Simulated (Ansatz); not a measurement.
**Surface calculation: fcc Ag (111), 3 layers**

The slab is cut from the fcc crystal, the stable phase, as relaxed on PAW files (17.83 Å³/atom), with 16 Å of vacuum and a dipole correction:

```yaml
crystal:
  lattice:
    - [2.93228, 0.00000, 0.00000]
    - [-1.46614, 2.53943, 0.00000]
    - [0.00000, 0.00000, 20.78840]
  atoms:
    - { symbol: Ag, position: [0.16667, 0.33333, 0.38483] }
    - { symbol: Ag, position: [0.50000, 0.00000, 0.50000] }
    - { symbol: Ag, position: [0.83333, 0.66667, 0.61517] }
```

Level of theory: DFT with PBE, scalar-relativistic, in Ansatz 0.2.0; a Γ-centred 14×14×1 k mesh, Fermi–Dirac smearing of 0.05 eV, no spin polarisation. LAPW: all electrons, basis error target 1 meV/atom; PAW: frozen-core files, cutoff 420 eV.

The bulk energy comes from a cell in the slab's orientation on a 14×14×5 mesh. The surface energy is (E(slab) − N·E(bulk))/2A at zero smearing, the mean of both faces; thin slabs carry quantum-size effects.

Q: As cut, the LAPW slab lies 0.724 eV above 3 atoms of bulk. What surface energy is that?

A: Over two faces of 7.45 Å² it is 48.6 meV/Å², and times 16.02 J/m² per eV/Å² that gives γ = 0.779 J/m².

```
method  γ as cut (J/m²)  γ relaxed (J/m²)  Φ as cut (eV)  Φ relaxed (eV)
  LAPW            0.779             0.778           4.59            4.59
```

Q: How do the spacings between the planes relax?

A: From the bottom face up: d12 -0.7 % of 2.394 Å, d23 -0.7 % of 2.394 Å.

Q: What changes if relativity is switched off, at the same positions?

A: LAPW then gives: no gap, work function 4.31 eV.

Q: What changes if the images along the normal are cut off in place of the dipole correction?

A: LAPW then gives: no gap, work function 4.59 eV; PAW: no gap, work function 4.59 eV.

Q: A 3d core hole is made on one atom of each kind in every 1×1 cell (PAW hole dataset, neutral cell, valence without spin). What does it cost by layer?

A: layer 1 367.89 eV, layer 2 368.10 eV. Shifts between layers mean more than the absolute values, and a whole layer of holes screens otherwise than one hole.

Q: In the relaxed 1×1 cell, replace the outer, then the middle Ag by Cd, which changes a whole layer. What shift does this Z+1 picture give?

A: E(outer) − E(middle) = -0.19 eV by LAPW and -0.20 eV by PAW; a positive value puts the surface line at higher binding energy.
